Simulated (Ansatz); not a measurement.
TiAl:
```xyz
2
Lattice="1.4253 0.8229 4.6359 -1.4253 0.8229 4.6359 0.0000 -1.6458 4.6359" Properties=species:S:1:pos:R:3 pbc="T T T"
Al     0.0000     0.0000     0.0000
Ti     0.0000     0.0000     6.9538
```

This is the PBEsol-relaxed structure. Tensor components refer to the Cartesian frame of this cell.

Problem. All from plane-wave PAW PBEsol (Ansatz code), unless another level is named. Estimate the bulk modulus (Birch–Murnaghan fit).

Solution. 108 GPa.

Problem. Next, the highest zone-centre frequency?

Solution. 9.76 THz.

Problem. What about the elastic constants (relaxed ions, GPa)?

Solution. C11 = 164, C12 = 79.4, C13 = 66.3, C14 = -66.2, C33 = 232, C44 = 27.4.

Space group R-3m. The cell is a constructed one: a structure type filled with these elements; neither database checked (COD, Materials Project) lists it. It is not the phase usual at ambient conditions (space group No. 123). Symmetry was held in the PBEsol relaxation. At this level the phase is mechanically unstable. The run is not spin-polarised. As this level gives no gap, shear constants depend on the k-mesh and smearing (Fermi–Dirac, 0.1 eV here). As this level gives no gap, phonon frequencies hold no LO–TO term and depend on the k-mesh and smearing (Fermi–Dirac, 0.1 eV here).

Potentials: the later of the program's two PAW sets.
